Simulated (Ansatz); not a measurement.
Ansatz input file:

```yaml
crystal:
  lattice:
    - [4.8898893809, 0.0, 0.0]
    - [0.0, 4.8898893809, 0.0]
    - [0.0, 0.0, 4.8898893809]
  atoms:
    - { symbol: In, position: [0.0, 0.5, 0.5] }
    - { symbol: In, position: [0.5, 0.0, 0.5] }
    - { symbol: In, position: [0.5, 0.5, 0.0] }
    - { symbol: Se, position: [0.0, 0.0, 0.0] }
basis:
  ecutwfc: 420
kpoints:
  mp_grid: { grid: [10, 10, 10] }
hamiltonian:
  xc: lda
scf:
  occupations: { method: gaussian, width: 0.1 }
output:
  forces: true
  stress: true
  eigenvalues: true
```

Launched with
```bash
ansatz run input.yaml --threads 1 --pin off --max-ram 1331MiB --backend cpu --events-out ev --progress --plain --runs-dir out
```

Theory: DFT LDA, scalar-relativistic, plane waves, PAW in Ansatz 0.2.0.

Part of what the program printed, abridged (final results; tables in files aren't shown):

```
SCF 1 converged in 8 iterations: F = -21754.775427 eV  dr2 = 5.86e-8
SCF converged after 8 iterations
Free energy (F): -21754.775427 eV
Harris-Foulkes:  -21754.775427 eV  (|F-HF|=5.59e-8)
Internal energy: -21754.765874 eV  (E = F + TS)
E sigma→0 (E₀):  -21754.770650 eV
Entropy (-TS):   -0.009553 eV (-2.388 meV/atom)
Fermi energy:    7.837191 eV
--- Per-component energies (eV) ---
  E_band       = -543.509380
  E_kinetic    = 836.560121
  E_local      = -5939.891332  (includes V_loc(G=0)·N_el)
  E_nonlocal   = 518.722245
  E_hartree    = 2559.337449
  E_xc         = -743.396285
  E_vxc        = -399.801189  (∫ρ·V_xc dr)
  E_paw        = -13861.539481  (= ΣΔE_a)
  E_vpaw       = -677.790288  (= ΣTr[D̂ρ^β])
  E_aug_tail   = -0.000522  (compensation charges beyond the density's cutoff)
  E_ewald      = -5127.629040
  E_core_change = 3.070971  (= ΣΔE_core)
  E_smearing   = -0.009553  (= −TS)
--- Forces (eV/Å), atoms counted from 1 ---
  atom   1  In     0.00000000     0.00000000     0.00000000
  atom   2  In     0.00000000     0.00000000     0.00000000
  atom   3  In     0.00000000     0.00000000     0.00000000
  atom   4  Se     0.00000000     0.00000000     0.00000000
--- Stress (GPa, compression-positive) ---
       -5.452436       0.000000       0.000000
        0.000000      -5.452436       0.000000
        0.000000       0.000000      -5.452436
  P = ⅓ Tr σ = -5.4524 GPa (-54.524 kbar)
--- Band table (eV; the first three rows and the last of 56) ---
  k-point 0: bands = ["-39.7160", "-39.7160", "-39.7160", "-39.7159", "-39.7159", "-6.7499", "-6.7499", "-6.7499", "-6.7482", "-6.6370", "-6.6370", "-6.5259", "-6.5259", "-6.5259", "-6.4702", "-6.4702", "-6.4202", "-6.3834", "-6.3834", "-6.3834", "-4.6498", "0.8070", "4.8915", "4.8915", "4.8915", "5.4388", "5.4388", "8.9774", "8.9774", "8.9774", "11.8702", "11.8702", "11.8702"]
  k-point 1: bands = ["-39.7160", "-39.7160", "-39.7160", "-39.7159", "-39.7159", "-6.7486", "-6.7420", "-6.7420", "-6.7411", "-6.6361", "-6.6320", "-6.5272", "-6.5266", "-6.5266", "-6.4750", "-6.4700", "-6.4244", "-6.3928", "-6.3928", "-6.3833", "-4.6366", "0.7957", "4.3276", "4.9455", "4.9455", "5.4729", "6.0653", "8.9061", "8.9196", "8.9196", "11.4555", "11.6721", "11.6721"]
  k-point 2: bands = ["-39.7160", "-39.7160", "-39.7160", "-39.7159", "-39.7159", "-6.7452", "-6.7210", "-6.7190", "-6.7190", "-6.6337", "-6.6178", "-6.5307", "-6.5284", "-6.5284", "-6.4892", "-6.4697", "-6.4365", "-6.4197", "-6.4197", "-6.3833", "-4.6012", "0.7604", "3.7027", "5.0997", "5.0997", "5.5686", "6.7582", "8.7181", "8.7181", "8.9222", "10.7007", "11.3809", "11.3809"]
  k-point 55: bands = ["-39.7160", "-39.7160", "-39.7160", "-39.7159", "-39.7159", "-6.7284", "-6.6710", "-6.6710", "-6.6710", "-6.6468", "-6.6468", "-6.6468", "-6.5016", "-6.5016", "-6.5016", "-6.4951", "-6.4951", "-6.4123", "-6.4123", "-6.4123", "-4.1849", "3.4867", "3.4867", "3.4867", "4.0521", "4.0521", "4.0521", "4.9175", "10.7045", "10.7045", "10.7045", "15.3613", "15.3613"]
```

The run converged.

Spin polarisation was left out, and a magnetic state may lie lower.